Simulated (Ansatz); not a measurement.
Theory: DFT PBE, scalar-relativistic, plane waves, PAW (Ansatz). Settings: cutoff 420 eV, Γ-centred meshes spaced at most about 0.3 Å⁻¹, and about 0.25 Å⁻¹ or finer for metals (2π included), Gaussian smearing. No spin polarisation in the final relaxations.

These are static total energies at zero pressure.

Two relaxed structures of ReP2:

A.

```
Re P
1.0
     2.65396    0.00000    0.00000
    -1.32698    2.29839    0.00000
     0.00000    0.00000    7.46190
Re P
1 2
Direct
  0.00000 0.00000 0.50000
  0.00000 0.00000 0.16457
  0.00000 0.00000 0.83543
```

B.

```
Re P
1.0
     3.99664    0.00000    0.00000
     0.00000    3.99664    0.00000
     0.00000    0.00000    2.99836
Re P
1 2
Direct
  0.00000 0.00000 0.00000
  0.00000 0.50000 0.50000
  0.50000 0.00000 0.50000
```

**Question.** Which would you expect to be lower, and how large is the difference?

**Answer.** B is lower, by 126 meV/atom. A has space group P6/mmm (No. 191), 15.2 Å³/atom and no gap on its mesh; B has space group P4/mmm (No. 123), 16.0 Å³/atom and no gap. Counting P atoms around Re (those within 1.25 times the shortest such distance or 1.15 times the sum of covalent radii, 1.27 where that leaves under three), A has Re 2 and B has Re 8. A holds P–P pairs (shortest 2.46 Å); in B the shortest P–P distance is 2.83 Å. The lower one is the more open, so pressure narrows the difference. Even the lower one lies +0.44 eV/atom against the reference forms of the elements (uncorrected), so neither is stable at this level. Both come from invented guesses.

These runs have no spin–orbit coupling, which can matter for Re. Cells relaxed within their symmetry can be saddle points.
